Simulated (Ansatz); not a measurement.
The start is a generated cell, PbS built in the tenorite structure type. Cell shape, volume and atoms are optimised at zero target pressure with r2SCAN (plane waves to 500 eV, PAW, scalar-relativistic; Ansatz, an electronic-structure program). The first steps use a coarse 6×6×3 k-mesh.

Initial structure:
```yaml
crystal:
  lattice:
    - [3.60233, -2.63253, 0.00000]
    - [3.60233, 2.63253, 0.00000]
    - [-1.30751, 0.00000, 7.78002]
  atoms:
    - { symbol: Pb, position: [0.00000, 0.50000, 0.00000] }
    - { symbol: Pb, position: [0.50000, 0.00000, 0.50000] }
    - { symbol: S, position: [0.58160, 0.41840, 0.25000] }
    - { symbol: S, position: [0.41840, 0.58160, 0.75000] }
```

Q: How large is the pressure on the unrelaxed cell, and of which sign?

A: -4.8 GPa (negative: the cell is under tension).

Q: Does the structure survive the relaxation? Give the final space group.

A: The space group goes from C2/c (No. 15) to Fm-3m (No. 225); the end is rock salt type, with 2 atoms in the primitive cell.

Q: By how much does the energy per atom fall from start to end?

A: 0.46 eV/atom.

Q: How does the volume per atom move from start to end?

A: -27.7 %, from 36.89 to 26.65 Å³/atom.

Q: How do the shortest distances between atoms change?

A: The closest pairs of elements (up to four, under 3.6 Å), start → end: Pb–S 3.00 → 2.99 Å.

Q: Is the relaxed structure metallic? Give its gap.

A: 0.69 eV, direct at k = (0, 0, -0.5) (no spin-orbit coupling).

Q: Write out the relaxed structure.

A: 
```cif
data_Pb4S4
_chemical_formula_sum 'Pb4 S4'
_space_group_name_H-M_alt 'Fm-3m'
_space_group_IT_number 225
_space_group_name_Hall '-F 4 2 3'
_cell_length_a 5.97431
_cell_length_b 5.97431
_cell_length_c 5.97431
_cell_angle_alpha 90.000
_cell_angle_beta 90.000
_cell_angle_gamma 90.000
loop_
_atom_site_label
_atom_site_type_symbol
_atom_site_symmetry_multiplicity
_atom_site_Wyckoff_symbol
_atom_site_fract_x
_atom_site_fract_y
_atom_site_fract_z
_atom_site_occupancy
Pb1 Pb 4 b 0.50000 0.50000 0.50000 1
S1 S 4 a 0.00000 0.00000 0.00000 1
```
(The calculation used a cell of 2 atoms; values per cell refer to that cell.)

Final values are on a 10×10×10 k-mesh of the relaxed cell. No spin polarisation in the result. Without spin-orbit coupling the bands of the heavy element are not split, so the gap can be far off.

The run could not lose the symmetry of its start; a randomly shaken copy of 4 atoms returns to this structure.
